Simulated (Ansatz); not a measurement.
YF3:
```cif
data_F12Y4
_chemical_formula_sum 'Y4 F12'
_space_group_name_H-M_alt 'P 1'
_space_group_IT_number 1
_cell_length_a 6.33006
_cell_length_b 6.83973
_cell_length_c 4.36952
_cell_angle_alpha 90.000
_cell_angle_beta 90.000
_cell_angle_gamma 90.000
loop_
_space_group_symop_operation_xyz
  'x, y, z'
loop_
_atom_site_label
_atom_site_type_symbol
_atom_site_fract_x
_atom_site_fract_y
_atom_site_fract_z
_atom_site_occupancy
Y1 Y 0.63090 0.75000 0.93870 1
Y2 Y 0.36910 0.25000 0.06130 1
Y3 Y 0.86910 0.25000 0.43870 1
Y4 Y 0.13090 0.75000 0.56130 1
F1 F 0.16508 0.43686 0.37794 1
F2 F 0.83492 0.56314 0.62206 1
F3 F 0.33492 0.56314 0.87794 1
F4 F 0.66508 0.43686 0.12206 1
F5 F 0.66508 0.06314 0.12206 1
F6 F 0.33492 0.93686 0.87794 1
F7 F 0.83492 0.93686 0.62206 1
F8 F 0.16508 0.06314 0.37794 1
F9 F 0.52307 0.25000 0.58946 1
F10 F 0.47693 0.75000 0.41054 1
F11 F 0.97693 0.75000 0.08946 1
F12 F 0.02307 0.25000 0.91054 1
```

Relaxed with PBEsol.

Q: Give the optical modes at the zone centre with their infrared activity from DFPT, the program Ansatz at the PBEsol level (PAW).

A: Transverse frequencies, without the LO–TO term; a row sums one degenerate level.

```tsv
ω (cm⁻¹)	degeneracy	IR ((D/Å)²/amu)	activity
117	1	0.00	IR-inactive
120	1	0.00	IR-inactive
128	1	13.86	IR
136	1	0.00	IR-inactive
138	1	0.00	IR-inactive
147	1	0.00	IR-inactive
163	1	0.00	IR-inactive
166	1	0.00	IR-inactive
171	1	0.02	IR
186	1	0.00	IR-inactive
189	1	0.00	IR-inactive
198	1	0.00	IR-inactive
210	1	18.05	IR
215	1	0.00	IR-inactive
215	1	0.00	IR-inactive
221	1	5.77	IR
235	1	0.00	IR-inactive
235	1	0.70	IR
248	1	26.50	IR
255	1	14.42	IR
256	1	0.00	IR-inactive
263	1	0.00	IR-inactive
269	1	0.00	IR-inactive
272	1	0.10	IR
283	1	0.00	IR-inactive
299	1	7.62	IR
304	1	0.00	IR-inactive
314	1	5.07	IR
319	1	8.63	IR
328	1	0.00	IR-inactive
333	1	0.00	IR-inactive
335	1	0.00	IR-inactive
336	1	0.00	IR-inactive
354	1	16.31	IR
356	1	0.00	IR-inactive
360	1	0.00	IR-inactive
361	1	0.00	IR-inactive
380	1	0.00	IR-inactive
381	1	5.41	IR
393	1	0.11	IR
405	1	0.00	IR-inactive
429	1	1.63	IR
429	1	0.00	IR-inactive
476	1	0.50	IR
503	1	0.00	IR-inactive
```

Q: How high does the top mode go among those that the LO–TO term moves?

A: 512 cm⁻¹ for q along x, 516 cm⁻¹ for q along y, 490 cm⁻¹ for q along z.

Space group Pnma. The workflow started from a Materials Project entry (that database holds measured and hypothetical structures alike); the Crystallography Open Database files this formula in space group No. 62, but the cells were not matched. Whether it is the stable phase at ambient conditions was not checked. The PBEsol relaxation kept the symmetry of its start; its stability against distortions is not shown here. The run is not spin-polarised.

Potentials: the earlier of the program's two PAW sets. The files were generated under PBE; for other functionals the program regenerates the frozen cores, and for LDA and PBEsol the local potential too.
